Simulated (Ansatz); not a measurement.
## Is this In₃Se structure stable?

The structure comes from a generated guess, relaxed at this level; another structure or a mixture of phases may lie lower.

All numbers below come from DFT PBE, scalar-relativistic, plane waves, PAW (Ansatz). Cutoff 420 eV, Γ-centred 12×12×6 mesh (4-atom cell), Gaussian smearing of 0.10 eV, no spin polarisation.

```
In Se
1.0
     4.01593    0.00000    0.00000
    -2.00797    3.47790    0.00000
     0.00000    0.00000    8.22664
In Se
3 1
Direct
  0.00000 0.00000 0.50000
  0.33333 0.66667 0.22231
  0.66667 0.33333 0.77769
  0.00000 0.00000 0.00000
```

The zero of energy is the elements' standard structures at the same level; no fitted shifts are applied.

**Question.** These tests were run: energy against the elements; phonons on a 2×2×1 q mesh. What do they show?

**Answer.**

```json
{"test": "energy against the elements", "result": "−0.17 eV/atom"}
{"test": "phonons on a 2×2×1 q mesh", "result": "imaginary modes down to 24i cm⁻¹"}
```

It fails none of these tests outright. Whether a mixture of other phases lies lower isn't tested here. Undecided within the accuracy: phonons on a 2×2×1 q mesh.

An odd number of electrons in the primitive cell allows no gap without spin; a larger cell or a magnetic state could open one. The reference form of Se is held partly by dispersion forces, which this level lacks. The run for the phonons used a 12×12×6 k mesh and Fermi–Dirac smearing of 0.15 eV.
